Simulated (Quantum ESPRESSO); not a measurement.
# Strain and stress in AlMg2ClSe3

The results below are calculated, not measured. They come from pw.x of Quantum ESPRESSO 7.5, a plane-wave density functional program, with PseudoDojo standard norm-conserving files (v0.5 for PBE, v0.4.1 for LDA and PBEsol). The cells are made up: elements, strain and atom displacements were drawn at random, and nothing was relaxed. There is no spin polarisation, spin-orbit coupling or dispersion term.

The cell has 8 sites of a zincblende or diamond lattice. Sites 1 to 4 hold empty Al Mg Mg; sites 5 to 8 hold Cl Se Se Se. Cell vectors in Å: (5.681, 0.000, 0.000); (0.000, 5.681, 0.000); (0.000, 0.000, 5.688). Settings: PBE, cutoff 1170 eV, 4 x 4 x 4 k mesh shifted by half a step, Fermi-Dirac smearing of 0.025 eV.

Each run adds a strain along z to one cell, with the atoms carried along; the vectors above are those of run 3. Stress is positive in tension and P is minus a third of its trace. E is the free energy for each atom above the lowest run shown. The last column is band 40 less band 39 at Gamma, from a band step after each run.

```
run  strain (%)  s_xx (GPa)  s_yy (GPa)  s_zz (GPa)  s_xy (GPa)  P (GPa)  E (meV/atom)  level step at Gamma (eV)
  1       -2.16       -2.49       -3.89       -2.58        2.55     2.99          8.56                     1.219
  2       -1.30       -2.07       -3.46       -2.02        2.48     2.52          5.31                     1.183
  3        0.12       -1.43       -2.78       -1.12        2.36     1.78          1.66                     1.123
  4        0.38       -1.32       -2.66       -0.96        2.34     1.65          1.22                     1.111
  5        1.00       -1.06       -2.39       -0.57        2.29     1.34          0.42                     1.084
  7        2.17       -0.60       -1.91        0.14        2.21     0.79          0.00                     1.032
  6        1.32           ?           ?           ?           ?        ?             ?                         ?
```

A rerun of one of these cells at 1467 eV and k mesh 6 x 6 x 6 moved values by no more than 0.003 eV in the cell's energy, 0.02 GPa in stress and 0.006 eV/Å in force.

## Worked fit

A parabola through the six runs shown gives s_zz = -1.19 + 0.63 e - 0.006 e² GPa, with e in per cent and a scatter of 0.01 GPa. The slope is a stiffness of 63 ± 1 GPa for each unit of this strain at e = 0. The atoms are clamped, and relaxing them would in general lower it. The error is the larger of the fit's own and the change that a cubic makes, rounded up.

## Withheld run

Question: what s_zz should run 6 give?

The fit gives -0.37 GPa. The calculation gave -0.38 GPa.

| run | strain (%) | s_xx (GPa) | s_yy (GPa) | s_zz (GPa) | s_xy (GPa) | P (GPa) | E (meV/atom) | level step at Gamma (eV) |
| --- | --- | --- | --- | --- | --- | --- | --- | --- |
| 6 | 1.32 | -0.93 | -2.26 | -0.38 | 2.27 | 1.19 | 0.16 | 1.070 |